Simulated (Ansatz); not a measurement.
Relaxed-ion elastic tensor of Cl (simple cubic, Pm-3m) in GPa (Voigt order), DFT-r²SCAN+D4 in the program Ansatz with PAW potentials; density 2.62 g/cm³, 22.50 Å³ per atom.

```
-121   123   123   0.0   0.0   0.0
 123  -121   123   0.0   0.0   0.0
 123   123  -121   0.0   0.0   0.0
 0.0   0.0   0.0   1.5   0.0   0.0
 0.0   0.0   0.0   0.0   1.5   0.0
 0.0   0.0   0.0   0.0   0.0   1.5
```

Problem. Is the crystal mechanically stable?

Solution. No: the smallest eigenvalue of C is -244 GPa.

A made-up cell: these elements were put on the sites of a structure type; neither database checked (COD, Materials Project) lists it. It is not the usual solid phase (space group No. 64). The r²SCAN+D4 relaxation kept the symmetry of its start. At this level the phase is mechanically unstable. The substance is a gas or liquid at ambient conditions. As this level gives no gap, shear constants depend on the k-mesh and smearing (Fermi–Dirac, 0.1 eV here).

Potentials: the later of the program's two PAW sets.
